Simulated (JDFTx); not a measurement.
```json
{
 "surface": "Au(110)",
 "bulk": "Au, Fm-3m, lattice of mp-81 (not re-optimised)",
 "slab": "8 atoms in 8 planes, 1x1, 10.1 Å between the outermost planes",
 "in-plane cell": "2.950 × 4.171 Å, 12.30 Å²",
 "cell_height": "26.3 Å",
 "sampling": "8×6×1 k mesh, Fermi smearing 0.01 Ha, no spin polarisation"
}
```

Method: PBE, GBRV ultrasoft potentials, plane waves to 20/100 Ha, in a modified build of JDFTx. Liquid: SCCS (g09 parameters), water, 0.5 M NaCl. The neutral cell holds 88 valence electrons and has two faces of 12.303 Å² each. Last filling lines of the neutral and of a charged run (μ in hartree, zero in the bulk liquid):

```
FillingsUpdate:  mu: -0.179455131  nElectrons: 88.000000
FillingsUpdate:  mu: -0.172354000  nElectrons: 88.030684
```

Worked example: both potentials, by the convention U = −μ/e − 4.44 V vs SHE, the surface charge density and the mean capacitance.

U_pzc = 0.17946 × 27.2114 − 4.44 = 0.44 V; U = 0.17235 × 27.2114 − 4.44 = 0.25 V. The cell has 0.0307 excess electrons, a net charge of -0.0307 e, shared by two faces: σ = -0.0307 e / (2 × 12.303 Å²) = -0.00125 e/Å² = -2.0 μC/cm² (1 e/Å² = 1602.18 μC/cm²). C = σ/(U − U_pzc) = -2.0/-0.19 ≈ 10 μF/cm².
